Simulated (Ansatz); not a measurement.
# CaB6-type LaB₆

Method: r²SCAN, scalar-relativistic; no spin polarisation; PAW, 500 eV, Γ-centred 8×8×8 mesh, 0.05 eV Gaussian smearing; code Ansatz. The datasets are Ansatz's generated set soft_2.

```
La B
1.0
     4.15234    0.00000    0.00000
     0.00000    4.15234    0.00000
     0.00000    0.00000    4.15234
La B
1 6
Cartesian
  0.0000 0.0000 0.0000
  0.8308 2.0762 2.0762
  3.3216 2.0762 2.0762
  2.0762 2.0762 0.8308
  2.0762 2.0762 3.3216
  2.0762 0.8308 2.0762
  2.0762 3.3216 2.0762
```

The start was a prototype's sites filled with these elements; the Crystallography Open Database holds the compound in this structure.

The cell has space group Pm-3m (read at 0.01 Å). In it the stress is 0.00, 0.00, 0.00, 0.00, 0.00, 0.00 GPa and the largest force component 0.004 eV/Å. Each change below starts from this cell, without further relaxation. Stress is in GPa, positive in compression, in the order xx, yy, zz, yz, xz, xy; energies are counted from the cell above and are free energies with the smearing's entropy, which match forces and stress in a metal.

**Question.** What happens when atom 7 (B) is moved by 0.20 Å along y?

**Answer.** The energy changes by 795.0 meV per cell, and the force on it along the shift is -8.392 eV/Å (−F/u = 41.96 eV/Å²). Stress: 0.02, 4.85, 0.02, 0.00, 0.00, 0.00.
```
atom  Fx (eV/Å)      Fy      Fz
 La1      0.000   0.058   0.000
  B2      0.186   0.741   0.000
  B3     -0.186   0.741   0.000
  B4      0.000   0.741   0.186
  B5      0.000   0.741  -0.186
  B6      0.000   5.369   0.000
  B7      0.000  -8.392   0.000
```
In a harmonic crystal the energy would rise by −½F·u = ½ × 41.96 × 0.20² eV = 839.2 meV, close to the run's value; the rest is anharmonic or numerical.

**Question.** What stress follows from an engineering strain of -1 % in yz, atoms carried along?

**Answer.** 0.01, 0.02, 0.02, 1.40, 0.00, 0.00 GPa; the energy changes by 3.1 meV per cell.
```tsv
atom	Fx (eV/Å)	Fy	Fz
La1	0.000	0.000	0.000
B2	-0.005	0.000	0.000
B3	0.005	0.000	0.000
B4	0.000	-0.087	-0.006
B5	0.000	0.087	0.006
B6	0.000	-0.006	-0.087
B7	0.000	0.006	0.087
```
The change of the stress over the strain gives a clamped-atom stiffness of about 140 GPa for this component.
In a harmonic crystal the energy would rise by V(½Cε² − σ₀ε), with σ₀ the stress of the unstrained cell, = 3.1 meV, which matches.

**Question.** All atoms and the cell are disturbed at random:
```xyz
7
Lattice="4.1671 -0.0071 0.0882 -0.0071 4.1510 0.0092 0.0882 0.0092 4.1444" Properties=species:S:1:pos:R:3 pbc="T T T"
La    0.2662   -0.0327    0.0656
B     0.8516    2.1658    2.1026
B     3.4227    2.0441    2.1983
B     1.9808    2.1764    0.9657
B     2.0840    2.1957    3.1260
B     2.3215    0.7118    2.1740
B     1.8177    3.1980    2.0929
```
Give the energy change, the stress and the forces.

**Answer.** 4387.8 meV per cell; stress 16.17, 20.10, 20.83, -2.27, -5.69, 10.55 GPa.
```
atom  Fx (eV/Å)      Fy      Fz
 La1     -1.390   0.651  -0.195
  B2     -5.694  -5.572   0.213
  B3     -1.538  -0.498  -1.366
  B4      2.682  -3.252  -5.728
  B5      1.220  -4.592   9.246
  B6     -2.057   1.100  -0.987
  B7      6.778  12.163  -1.183
```

No spin–orbit coupling, a notable omission for heavy elements. The cell is a metal with an odd number of electrons, and spin polarisation wasn't tried.
